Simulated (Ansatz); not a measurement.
Consider the following.

WS2:
Space group R3m, hexagonal axes (No. 160); a = 3.1734 Å, b = 3.1734 Å, c = 18.8154 Å, α = 90.00°, β = 90.00°, γ = 120.00°

```
atom  site  symmetry       x       y       z
----  ----  --------  ------  ------  ------
W       3a        3m  0.0000  0.0000  0.0007
S       3a        3m  0.0000  0.0000  0.4169
S       3a        3m  0.0000  0.0000  0.2511
```
(The calculation used a cell of 3 atoms; values per cell refer to that cell.)

This is the r²SCAN+D4-relaxed structure.

All from the program Ansatz at the r²SCAN+D4 level (PAW), unless another level is named. Predict the smallest direct gap on the standard path.

1.95 eV.

Give the band gap.

1.21 eV (indirect).

What about the HSE06 gap on the r²SCAN+D4 cell?

1.63 eV.

Predict the hole effective mass.

0.65, 0.65, 0.71 mₑ (principal values).

And the weight of the valence-edge state by species (Voronoi cells)?

W 58 %, S 42 %.

The workflow started from a Materials Project entry (that database holds measured and hypothetical structures alike); the Crystallography Open Database files this formula in space group No. 160, but the cells were not matched. It is not the phase usual at ambient conditions (space group No. 194). Symmetry was held in the r²SCAN+D4 relaxation; whether a distortion lowers the energy is not shown. The run is not spin-polarised. Spin–orbit coupling is left out wherever it is not named.

Potentials: the later of the program's two PAW sets.
